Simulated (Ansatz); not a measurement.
AgCl (rock salt) is sheared across one {110} plane: the third cell vector gains the shift, so faults repeat every 6.0 Å. The cut lies between planes 1.98 Å apart; the cell height is held.

```
AgCl
1.0
    3.96793     0.00000     0.00000
    0.00000     5.61150     0.00000
    1.98396     2.80575     5.95189
Cl Ag
3 3
Direct
  0.00000   0.00000   0.83333
  0.33333   0.33333   0.16667
  0.66667   0.66667   0.50000
  0.00000   0.50000   0.83333
  0.33333   0.83333   0.16667
  0.66667   0.16667   0.50000
```

In-plane vectors a = (3.968, 0.000) Å, b = (0.000, 5.611) Å, area 22.27 Å². The shift is s times the vector a + b (length 6.873 Å), so s = 1 restores the start. The shift is rigid: no atom relaxes. γ = [E(shift) − E(0)] / area.

The numbers are results of PBE (plane waves to 420 eV, PAW, scalar-relativistic; Ansatz, a quantum-chemistry and plane-wave program), not measurements. k mesh 7×7×7 (Γ-centred), Fermi-Dirac smearing 0.05 eV. E is the zero-smearing estimate. Stress and pressure are positive under compression. As the smearing reaches across the gap at some points, the k mesh leaves noise in γ, roughly 0.02 J/m² as judged from a few cases. Faults lie only 6.0 Å apart, and holding the cell height and the atoms raises γ above its relaxed value. Left out: 3 of 12 points, with atoms too close for the PAW data. AgCl was relaxed with its symmetry unable to fall. γ is measured from zero shift.

**Question.** Give the computed γ (J/m²) and σ normal to the fault (GPa) at s = 0.083, 0.167, 0.250, 0.667, 0.750, 0.917.

**Answer.** 
| s | γ (J/m²) | σ normal to the fault (GPa) |
|---|---|---|
| 0.083 | 0.07 | 0.5 |
| 0.167 | 0.28 | 1.6 |
| 0.250 | 0.82 | 5.2 |
| 0.667 | 2.31 | 19.2 |
| 0.750 | 0.82 | 5.2 |
| 0.917 | 0.07 | 0.5 |

(The slope of γ gives the shear force per area between the displaced halves; near zero shift its curvature is an elastic stiffness.)
